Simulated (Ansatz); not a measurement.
# Convergence test, LiHfSe₂

These are results of Ansatz 0.2.0, DFT r2SCAN, scalar-relativistic, plane waves, PAW, not measurements.

```
CELL_PARAMETERS angstrom
3.70598 0.00000 0.00000
-1.85299 3.20947 0.00000
0.00000 0.00000 6.59956
ATOMIC_POSITIONS crystal
Li 0.00000 0.00000 0.50000
Hf 0.00000 0.00000 0.00000
Se 0.33333 0.66667 0.24830
Se 0.66667 0.33333 0.75170
```

- plane-wave cutoff: 500 eV
- occupation rule: Gaussian smearing, 0.1 eV
- spin treatment: unpolarised

The atoms are held and the k-point mesh is swept. Energies are extrapolated to zero smearing and count from the reference run, 15×15×6. The cell isn't necessarily relaxed at this level. The meshes are Γ-centred. Spin–orbit coupling is left out. Pressure is positive in compression.

(1) Tried: 3×3×1, 3×3×2, 6×6×2, 6×6×4, 9×9×4, 9×9×6, 12×12×6, 15×15×6. From which k-point mesh on does the energy per atom stay within 100, 10 and 1 meV of the reference?

## Answers

(1) 3×3×1 for 100 meV, 3×3×1 for 10 meV, 12×12×6 for 1 meV. The reference itself isn't shown to be converged. At 3×3×1, where the energy is within 10 meV, force components still miss by up to 0.015 eV/Å, where the largest force is 0.030 eV/Å.

```csv
mesh,ΔE (meV/atom),P (GPa),largest change of a force component (eV/Å),irreducible points
3×3×1,-2.38,0.83,0.015,3
3×3×2,6.19,1.05,0.170,6
6×6×2,1.60,0.48,0.039,14
6×6×4,4.24,0.54,0.018,24
9×9×4,-1.09,0.66,0.002,43
9×9×6,-1.42,0.64,0.003,62
12×12×6,-0.66,0.60,0.005,100
15×15×6,0.00,0.63,0.000,146
```